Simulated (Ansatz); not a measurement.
An Ansatz (a first-principles code) input:

Ansatz 0.2 input:
```yaml
crystal:
  lattice:
    - [3.0043242668, 0.0, 0.0]
    - [-1.5021621334, 2.6018211362, 0.0]
    - [0.0, 0.0, 3.330810222]
  atoms:
    - { symbol: W, position: [0.0, 0.0, 0.0] }
    - { symbol: B, position: [0.3333333333, 0.6666666667, 0.5] }
    - { symbol: B, position: [0.6666666667, 0.3333333333, 0.5] }
kpoints:
  mp_grid: { grid: [11, 11, 9] }
  band_path:
    path:
      - [[0.0, 0.0, 0.0], [0.5, 0.0, 0.0], [0.3333333333, 0.3333333333, 0.0], [0.0, 0.0, 0.0], [0.0, 0.0, 0.5], [0.5, 0.0, 0.5], [0.3333333333, 0.3333333333, 0.5], [0.0, 0.0, 0.5]]  # Γ-M-K-Γ-A-L-H-A
      - [[0.5, 0.0, 0.5], [0.5, 0.0, 0.0]]  # L-M
      - [[0.3333333333, 0.3333333333, 0.5], [0.3333333333, 0.3333333333, 0.0]]  # H-K
    npoints: 8
basis: { xc_grid: 2 }
hamiltonian:
  xc: pbesol
  pseudopotentials: { kind: paw }
magnetization: { noncollinear: true, spin_orbit: true }
scf:
  n_extra_bands: 12
  convergence: { dr2_threshold: 0.0000000001 }
  occupations: { method: gaussian, width: 0.05 }
output: { eigenvalues: true }
```

**Question.** How many symmetry operations and irreducible k-points will the run report?

**Answer.** 24 operations, 80 of 1089 k-points.

**Question.** With a cutoff of 420 eV, how many plane waves at Γ?

**Answer.** 515.

It took about 14 core-seconds (a rough figure) on shared server cores.

Space group P6/mmm. The workflow started from an entry of the Crystallography Open Database (COD), which files this formula under 2 space groups. Its standing as an ambient phase is unchecked. Symmetry was held in the PBEsol relaxation; its stability against distortions is not shown here. No spin polarisation was allowed.

Potentials: the later of the program's two PAW sets.

Ansatz is a plane-wave DFT program.
